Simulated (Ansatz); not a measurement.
One crystal and one scan (frozen-phonon scan) at two levels, PBE (plane waves to 420 eV, PAW, scalar-relativistic; Ansatz, an electronic-structure program) and r2SCAN (plane waves to 500 eV, PAW, scalar-relativistic; Ansatz), each from its own relaxed cell and on its own mesh. The cell shown is that of PBE.

Starting cell, Hf (hcp, Mg type):

```
Hf
1.0
    6.40842     0.00000     0.00000
   -1.60210     2.77493     0.00000
    0.00000     0.00000     5.06906
Hf
4
Cartesian
  0.00000   1.84995   3.80179
  3.20421   1.84995   3.80179
  1.60210   0.92498   1.26726
  4.80631   0.92498   1.26726
```

The atoms are displaced by Q × the pattern below (from a DFPT mode at M = (0.5, 0.0, 0.0), largest move 1; Q in Å), at fixed cell. (q is in reciprocal vectors of the primitive cell; the cell shown is doubled to hold the pattern.)

```
atom       x       y      z
----  ------  ------  -----
Hf1   -0.866  -0.500  0.000
Hf2    0.866   0.500  0.000
Hf3   -0.866  -0.500  0.000
Hf4    0.866   0.500  0.000
```

Hf is run without spin polarisation. Hf was relaxed with its symmetry unable to fall. Spin-orbit coupling is left out, though Hf is heavy. With partly filled bands, energies and forces of such displacements shift with the k mesh and the smearing. Percentages come from the unrounded values. Both scans cover Q from -0.180 to 0.180 Å.

Results of PBE:

```
Item                                                                                                                                              Result
----------------------------------------------------------------------------------------  --------------------------------------------------------------
Lattice constant a (Å)                                                                                                                             3.204
Lattice constant c (Å)                                                                                                                             5.069
Relaxed volume (Å³/atom)                                                                                                                           22.54
Energy at Q = 0.180 Å (meV/cell)                                                                                                                     707
Harmonic wavenumber from the curvature (finite differences) (cm⁻¹ (negative: imaginary))                                                             135
Space group of the distorted cell                                                                                   Pmma (No. 51), lowered from P6_3/mmc
Symmetry of the curve                                                                                                      even: the same for both signs
Shape of the curve                                                                        a single well with its minimum at or next to zero displacement
```

Estimate the r2SCAN values.


```json
[
 {"quantity": "Lattice constant a (Å)", "r2SCAN": "3.198", "PBE − r2SCAN": "+0.006 (+0.2 %)"},
 {"quantity": "Lattice constant c (Å)", "r2SCAN": "5.047", "PBE − r2SCAN": "+0.022 (+0.4 %)"},
 {"quantity": "Relaxed volume (Å³/atom)", "r2SCAN": "22.35", "PBE − r2SCAN": "+0.19 (+0.8 %)"},
 {"quantity": "Energy at Q = 0.180 Å (meV/cell)", "r2SCAN": "767", "PBE − r2SCAN": "-60 (-7.9 %)"},
 {"quantity": "Harmonic wavenumber from the curvature (finite differences) (cm⁻¹ (negative: imaginary))", "r2SCAN": "141", "PBE − r2SCAN": "-6 (-4 %)"}
]
```

PBE gives the higher value for: lattice constant c; relaxed volume. PBE gives the lower value for: energy at Q = 0.180 Å; harmonic wavenumber from the curvature. They agree on: lattice constant a (within 0.2 %). Both give the same space group of the distorted cell: Pmma (No. 51), lowered from P6_3/mmc. Neither level is exact: the differences show how much the result hangs on the functional.

(A displaced cell: forces are minus the slopes of the energy, force constants its curvatures, and phonons follow from these.)
